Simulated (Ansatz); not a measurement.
# What a trial cell of Sr3Be4 relaxes into

These are results of DFT PBE, scalar-relativistic, plane waves, PAW (Ansatz), not measurements. Cutoff 420 eV, Gaussian smearing, Γ-centred meshes. Cell and atoms relax first on a coarse mesh and then on a finer one. In between, the cell is made exact in the group found at 0.06 Å. In metals the finer mesh still leaves noise of several meV/atom or more. The steps can't lower the symmetry of their start. No spin polarisation.

Recipe of this trial structure of Sr3Be4: random cell by space group and Wyckoff sites (Pm-3m, No. 221). The dimensions are guesses.

Space group Pm-3m (No. 221). a = 5.101 Å, b = 5.101 Å, c = 5.101 Å, α = 90.00°, β = 90.00°, γ = 90.00°
```json
{"atom": "Sr", "site": "3c", "symmetry": "4/mm.m", "x": "0.0000", "y": "0.5000", "z": "0.5000"}
{"atom": "Be", "site": "3d", "symmetry": "4/mm.m", "x": "0.5000", "y": "0.0000", "z": "0.0000"}
{"atom": "Be", "site": "1b", "symmetry": "m-3m", "x": "0.5000", "y": "0.5000", "z": "0.5000"}
```

The zero of energy is the elements' standard structures at the same level; no fitted shifts are applied.

Question: Where does the relaxation end?

Answer: The symmetry stays Pm-3m (No. 221). The volume per atom grows by 90.3 %, from 19.0 to 36.1 Å³. The shortest distance goes from 2.55 Å (Sr–Be) to 3.16 Å (Sr–Be). The energy falls by about 1.0 eV/atom (the start's value is from the coarse mesh). Conventional cell: a = 6.321 Å. Sr has 6 Be at 3.16 Å; Be on a site of symmetry 4/mmm is surrounded by 4 Sr at 3.16 Å; Be on a site of symmetry m-3m is surrounded by 6 Sr at 3.16 Å.

```cif
data_structure
_symmetry_space_group_name_H-M 'Pm-3m'
_symmetry_Int_Tables_number 221
_cell_length_a 6.3210
_cell_length_b 6.3210
_cell_length_c 6.3210
_cell_angle_alpha 90.000
_cell_angle_beta 90.000
_cell_angle_gamma 90.000
_cell_volume 252.56
loop_
_atom_site_label
_atom_site_type_symbol
_atom_site_symmetry_multiplicity
_atom_site_Wyckoff_symbol
_atom_site_fract_x
_atom_site_fract_y
_atom_site_fract_z
_atom_site_occupancy
Sr1 Sr 3 c 0.00000 0.50000 0.50000 1
Be1 Be 3 d 0.50000 0.00000 0.00000 1
Be2 Be 1 b 0.50000 0.50000 0.50000 1
```

Question: Give its energy and gap.

Answer: The energy over the elements is +1.27 eV/atom and the gap on the 6×6×6 mesh of the 7-atom cell is 0 eV (a metal).

The separate elements lie lower, so it is unstable against them.

The last run used Gaussian smearing of 0.10 eV. Symmetry constrained the relaxation, so the result can be a saddle point. In all, the 3 runs took 120 s on 1 thread of Arm Neoverse N1 (shared host).
